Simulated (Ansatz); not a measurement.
The start is a generated cell, Ru placed in the beta-W structure type. Cell shape, volume and atoms are optimised at zero target pressure with PBEsol (plane waves to 420 eV, PAW, scalar-relativistic; Ansatz, a program for electronic structure). The first steps use a coarse 7×7×7 k-mesh.

Input geometry:
```
Ru
1.0
    4.79379     0.00000     0.00000
    0.00000     4.79379     0.00000
    0.00000     0.00000     4.79379
Ru
8
Direct
  0.25000   0.00000   0.50000
  0.75000   0.00000   0.50000
  0.00000   0.50000   0.25000
  0.00000   0.50000   0.75000
  0.50000   0.25000   0.00000
  0.50000   0.75000   0.00000
  0.00000   0.00000   0.00000
  0.50000   0.50000   0.50000
```

**Question.** How do the shortest distances between atoms change?

**Answer.** The closest pairs of elements (up to four, under 3.6 Å), start → end: Ru–Ru 2.40 → 2.40 Å.

**Question.** Is the relaxed structure metallic? Give its gap.

**Answer.** No gap (metallic).

The space group stays Pm-3n (No. 223) (the run could not lower it), with 8 atoms in the primitive cell. Final values are on a 10×10×10 k-mesh of the relaxed cell. No spin polarisation in the result.

The run could not lose the symmetry of its start, so the end can be a saddle point.

All atoms sit on sites fixed by symmetry, so only the cell could relax.

The relaxed structure here is a generated cell of Ru: the first start was made by placing the elements on the sites of a structure type, and the end was not matched to a known phase here, so it may be hypothetical. Known forms of Ru include space group No. 194.
